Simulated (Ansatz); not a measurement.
TiSi2 (C49 type, space group Cmcm)

```
TiSi2
1.0
    1.77297    -6.78252     0.00000
    1.77297     6.78252     0.00000
    0.00000     0.00000     3.57969
Si Ti
4 2
Direct
  0.94084   0.05916   0.75000
  0.05916   0.94084   0.25000
  0.25028   0.74972   0.75000
  0.74972   0.25028   0.25000
  0.60320   0.39680   0.75000
  0.39680   0.60320   0.25000
```

The slice is a (010) plane (indices of the conventional cell) through the point (0.603, 0.397, 0.750) (fractional), spanned by u = [110] and v = [001] in vectors of this cell: u (3.55 Å) and v (3.58 Å, at 90° to u). It covers one period; positions are fractions (u, v).

All values below come from PBE (plane waves to 420 eV, PAW, scalar-relativistic; Ansatz, a quantum-chemistry and plane-wave program). k mesh 14×14×13. These are valence fields of a PAW run, semicore shells included where kept as valence: close to a nucleus they are smooth pseudo fields. The PAW data are Ansatz's earlier set. This is one of several known forms of TiSi2; the measured ambient cells at hand have space group No. 70. TiSi2 is run without spin polarisation. TiSi2 was relaxed with its symmetry unable to fall.

Sketch the valence electron density on this plane as a map.


```
|999864210000000001246899|
|998764210000000001246789|
|887653210000000001235678|
|766532110000000001123566|
|444321111111111111112344|
|222211111111111111111222|
|111111111111111111111111|
|000001111111111111110000|
|000001111211111211110000|
|000001111111111111110000|
|000001112111111121110000|
|000001112111111121110000|
|000001112111111121110000|
|000001111111111111110000|
|000001111211111211110000|
|000001111111111111110000|
|111111111111111111111111|
|222211111111111111111222|
|444321111111111111112344|
|766532110000000001123566|
|887653210000000001235678|
|998764210000000001246789|
|999864210000000001246899|
|999875210000000001257899|
```
Scale: ten equal steps from -0.79 (start of '0') to 1.09 (end of '9'), in the order '0123456789'. Values: log₁₀ of the valence density in e/Å³. The map has 24 points along u (one character each, u = 0 at the left) and 24 along v (v = 0 in the bottom row). The scale is logarithmic, as a density can span decades between atoms and voids.
